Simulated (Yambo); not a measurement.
A G0W0@PBEsol run in Yambo for WO₃ (ReO3 type, space group Pm-3m, No. 221) (4×4×4 Γ-centred k mesh, bands 5 to 214 and a 8 Ry block in the screening, 214 bands in G with the Bruneval-Gonze terminator, plasmon pole fitted at 27.2 eV) gives these matrix elements, in eV, at the band edges (R → Γ):

```
state               E0    <Vxc>     <Σx>  <Σc(E0)>      Z
---------------  -----  -------  -------  --------  -----
valence edge     0.000  -20.363  -25.383     4.857  0.748
conduction edge  0.423  -16.549  -11.673    -3.898  0.806
```

Q: Solve the linearised quasiparticle equation for both states, give the gap, and say how exchange and correlation each act on it.

A: E = E0 + Z(Σx + Σc − Vxc). Valence: 0.000 + 0.748 × (-25.383 + (4.857) − (-20.363)) = -0.12 eV. Conduction: 0.423 + 0.806 × (-11.673 + (-3.898) − (-16.549)) = 1.21 eV. The gap is 1.33 eV, against 0.42 eV in PBEsol. Replacing Vxc by bare exchange alone would open it by 9.90 eV; correlation takes back 8.75 eV of that, and Z scales what is left. Nearest settings tried, and what they do to the gap: 86 bands in W, 86 bands in G: +128 meV; 7 Ry block (147 vectors against 171): -7 meV. Not varied: mesh. So the settings aren't converged at that level. The cell is held in this high symmetry; tilts and polar distortions were not searched.

Spin-orbit coupling is included.

Geometry relaxed with PBEsol; primitive cell a = b = c = 3.795 Å, α = β = γ = 90.00°.

The structure is a Materials Project entry; no match was found in the copy of COD used, and its stability was not checked.
